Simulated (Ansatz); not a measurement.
# ZnTeH4N2: ¹⁴N nuclear quadrupole resonance

Cell: a diffraction structure from the COD, ions relaxed with PBE at fixed cell.

Space group P2_1 (No. 4); a = 4.2222, b = 6.9057, c = 7.3031 Å, β = 98.93°.

```
site  Wyckoff  site symmetry       x       y       z
  Zn       2a              1  0.7729  0.9603  0.5485
  Te       2a              1  0.7775  0.3334  0.6322
  H5       2a              1  0.8097  0.6882  0.7963
  H7       2a              1  0.0841  0.8535  0.8744
  H9       2a              1  0.6098  0.0524  0.9098
 H11       2a              1  0.7259  0.8869  0.0679
 N13       2a              1  0.8468  0.8348  0.8147
 N15       2a              1  0.6237  0.9052  0.9313
```

One atom of each set is listed.

Computed with Ansatz: DFT, r2SCAN, plane waves and PAW, scalar-relativistic, 500 eV cutoff, Γ-centred 7×5×4 k-points, Fermi–Dirac smearing 0.05 eV.

¹⁴N: I = 1, Q = 20.44 mb (year-2017 value). Static lattice, zero field.

Problem. At which frequencies do the ¹⁴N NQR lines lie?

Solution. For I = 1 the lines are ν± = (3/4)|C_Q|(1 ± η/3) and ν₀ = |C_Q|η/2.

```json
{"site": "N13", "atoms": "2", "V_zz (10²¹ V/m²)": "-8.19", "C_Q (MHz)": "-4.05", "η": "0.93", "line frequencies (MHz)": "1.88, 2.09, 3.98"}
{"site": "N15", "atoms": "2", "V_zz (10²¹ V/m²)": "-11.11", "C_Q (MHz)": "-5.49", "η": "0.79", "line frequencies (MHz)": "2.17, 3.03, 5.21"}
```

The structure holds N–N bonds (1.45 Å).

The largest force is 0.4 eV/Å, so the atoms aren't at the calculated equilibrium and relaxing them would move these values. The entry's hydrogen positions were far off; the other atoms hardly move on relaxation.

The run took 2.4 min of wall time (2.4 min of CPU time) and 1 GiB at its peak, on 1 thread of Arm Neoverse V2 (aarch64; 32 cores open to the job, memory cap 3.0 GiB, no GPU), a shared host with a load of 0.7 a core.
